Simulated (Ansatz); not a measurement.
Relax this structure to zero stress and force, keeping its symmetry:

```cif
data_structure
_symmetry_space_group_name_H-M 'P 1'
_symmetry_Int_Tables_number 1
_cell_length_a 4.1329
_cell_length_b 4.1329
_cell_length_c 9.8465
_cell_angle_alpha 90.000
_cell_angle_beta 90.000
_cell_angle_gamma 90.000
_cell_volume 168.19
loop_
_atom_site_label
_atom_site_type_symbol
_atom_site_fract_x
_atom_site_fract_y
_atom_site_fract_z
_atom_site_occupancy
Y1 Y 0.50000 0.00000 0.25458 1
Y2 Y 0.00000 0.50000 0.74542 1
Si1 Si 0.00000 0.00000 0.50000 1
Si2 Si 0.50000 0.50000 0.50000 1
Si3 Si 0.50000 0.00000 0.86904 1
Si4 Si 0.00000 0.50000 0.13096 1
Ir1 Ir 0.00000 0.00000 0.00000 1
Ir2 Ir 0.50000 0.50000 0.00000 1
Ir3 Ir 0.50000 0.00000 0.62812 1
Ir4 Ir 0.00000 0.50000 0.37188 1
```

Method: DFT LDA, scalar-relativistic, plane waves, PAW (Ansatz).

Plane waves to 420 eV, a k mesh through Γ of 10×10×4 on the computed 10-atom cell and Gaussian smearing (0.10 eV); no spin polarisation.

**Question.** What does it relax to?

**Answer.** The volume decreases by 0.77 Å³/atom to 16.05 Å³/atom, and the energy falls by 21.7 meV/atom. Final structure:
```yaml
crystal:
  lattice:
    - [4.06727, 0.00000, 0.00000]
    - [0.00000, 4.06727, 0.00000]
    - [0.00000, 0.00000, 9.70176]
  atoms:
    - { symbol: Y, position: [0.50000, 0.00000, 0.25372] }
    - { symbol: Y, position: [0.00000, 0.50000, 0.74628] }
    - { symbol: Si, position: [0.00000, 0.00000, 0.50000] }
    - { symbol: Si, position: [0.50000, 0.50000, 0.50000] }
    - { symbol: Si, position: [0.50000, 0.00000, 0.86886] }
    - { symbol: Si, position: [0.00000, 0.50000, 0.13114] }
    - { symbol: Ir, position: [0.00000, 0.00000, 0.00000] }
    - { symbol: Ir, position: [0.50000, 0.50000, 0.00000] }
    - { symbol: Ir, position: [0.50000, 0.00000, 0.62845] }
    - { symbol: Ir, position: [0.00000, 0.50000, 0.37155] }
```

Course of the relaxation (steps run on the plane waves of an earlier cell, and the basis is chosen afresh near the end, so energy and pressure can step there; trial steps that raised the energy were taken back; energies are free energies):

| step | E − E_final (meV/atom) | largest force component (eV/Å) | P (GPa) | V (Å³/atom) |
| --- | --- | --- | --- | --- |
| 1 | 21.7 | 0.142 | -8.65 | 16.82 |
| 2 | 8.9 | 0.150 | 5.94 | 15.61 |
| 3 | 0.0 | 0.057 | -0.50 | 16.09 |
| 4 | -0.2 | 0.033 | -0.09 | 16.06 |
| 5 | -0.2 | 0.020 | 0.02 | 16.05 |
| 6 | -0.2 | 0.001 | 0.00 | 16.05 |
| 7 | 0.0 | 0.001 | 0.00 | 16.05 |

Spin–orbit coupling is left out, which can shift energies with elements as heavy as these.

Cost: 1 run of about 6 core-minutes, on Arm Neoverse V1 (shared hosts).